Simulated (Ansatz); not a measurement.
## Ti3O4 (I4/mmm): electronic heat capacity and spin susceptibility from the density of states

Computed with DFT r2SCAN, scalar-relativistic, plane waves, PAW in Ansatz 0.2.0.

Cutoff 500 eV; k points 12×12×12 on the computed 7-atom cell (Γ-centred); Gaussian smearing, width 0.10 eV; no spin polarisation.

Relaxed cell: I4/mmm, a = 4.124 Å, b = 4.124 Å, c = 8.158 Å, α = 90.00°, β = 90.00°, γ = 90.00°, 7 atoms in the primitive cell. Whether it is the stable form of this composition wasn't checked.

The density of states at the Fermi level is 2.106 states/eV in the cell of 7 atoms (1 formula unit; both spins, tetrahedra on a 18×18×18 mesh).

**Question.** What Sommerfeld coefficient and Pauli susceptibility does this give?

**Answer.** Per formula unit N(E_F) = 2.106 states/eV. γ = (π²/3) k_B² N(E_F) N_A = 2.357 mJ/(mol K²) per state/eV, so γ = 5.0 mJ/(mol K²), a mole of formula units. χ_P = μ_B² N(E_F) N_A = 3.23×10⁻⁵ emu/mol per state/eV gives 6.8×10⁻⁵ emu/mol. This is the bare band result: a measured γ of the same phase is as a rule larger by a factor 1 + λ from phonons and spin fluctuations, the spin part of χ is larger by the Stoner factor, and a measured χ also holds orbital and core terms. N(E_F) at one energy is sensitive to the mesh where the density of states has sharp peaks.

A ferromagnetic start lost its moments in a first run, so spin was left out; other magnetic orders weren't tried.

Cost: 1 run of about 3.7 core-minutes, on Arm Neoverse V2 (shared hosts).